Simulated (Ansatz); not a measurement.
Crystals of one structure type (fcc (Cu type)), relaxed and computed with PBE+D3(BJ) in the plane-wave PAW code Ansatz.

```csv
crystal,a (Å),spin order and moments (μB)
Al,3.982,not spin-polarised
Ca,5.435,not spin-polarised
Ni,3.478,ferromagnetic; net 0.63 per atom; largest site about 0.7
Cu,[?],not spin-polarised
Rh,3.793,not spin-polarised
Pd,3.889,not spin-polarised
Ag,4.073,not spin-polarised
Au,4.102,not spin-polarised
```

Some entries are withheld; supply them.


- Cu, a (Å): 3.563

Spin orders computed, not proven ground states: Ni, fcc (Cu type) ferromagnetic. All cells were relaxed under the symmetry of their starts (and spin orders); stability against distortions was not tested throughout. Rows with no word on spin ran without spin polarisation. Scalar-relativistic: spin–orbit coupling is off unless named, which matters more the heavier the elements.

Potentials: the later of the program's two PAW sets.
